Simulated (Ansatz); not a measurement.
Relaxed Be (hcp, Mg type):

```
Be
1.0
    4.52945     0.00000     0.00000
   -1.13236     1.96131     0.00000
    0.00000     0.00000     3.56124
Be
4
Cartesian
  0.00000   1.30754   2.67093
  2.26472   1.30754   2.67093
  1.13236   0.65377   0.89031
  3.39708   0.65377   0.89031
```

A phonon eigenvector at M = (0.5, 0.0, 0.0) is frozen into this cell: atom i moves by Q times the vector below, so Q is the largest atomic displacement, in Å. The cell is held. (q is in reciprocal vectors of the primitive cell; the cell shown is doubled to hold the pattern.)

| atom | x | y | z |
|---|---|---|---|
| Be1 | 0.500 | -0.866 | 0.000 |
| Be2 | -0.500 | 0.866 | 0.000 |
| Be3 | 0.500 | -0.866 | 0.000 |
| Be4 | -0.500 | 0.866 | 0.000 |

Computed with PBE (plane waves to 420 eV, PAW, scalar-relativistic; Ansatz, a program for electronic structure). k mesh 23×23×13 (Γ-centred), Fermi-Dirac smearing 0.05 eV. E stands for the smeared free energy. With partly filled bands, energies and forces of such displacements shift with the k mesh and the smearing. Be was relaxed with its symmetry unable to fall. The zero of ΔE is the undisplaced structure. The last digit holds for this mesh only.

| Q (Å) | ΔE (meV/cell) |
|---|---|
| -0.1000 | 106.5 |
| -0.0833 | withheld |
| -0.0667 | 47.8 |
| -0.0500 | 27.0 |
| -0.0333 | 12.0 |
| -0.0167 | 3.0 |
| 0.0000 | 0.0 |
| 0.0167 | 3.0 |
| 0.0333 | 12.0 |
| 0.0500 | 27.0 |
| 0.0667 | 47.8 |
| 0.0833 | withheld |
| 0.1000 | 106.5 |

Problem. Fit an even polynomial form (powers 2, 4) to the given rows and predict ΔE at Q = -0.0833.

Solution. Least squares on the 11 given rows: ΔE = (10830)·Q² + (-18200)·Q⁴, in meV/cell with Q in Å; root-mean-square residual 0.02 meV/cell. At -0.0833 the fit gives 74.3 meV/cell; the calculation gives 74.3 meV/cell, the same to the digits shown. The quadratic term alone would give 75.1 meV/cell.

(A displaced cell: forces are minus the slopes of the energy, force constants its curvatures, and phonons follow from these.)
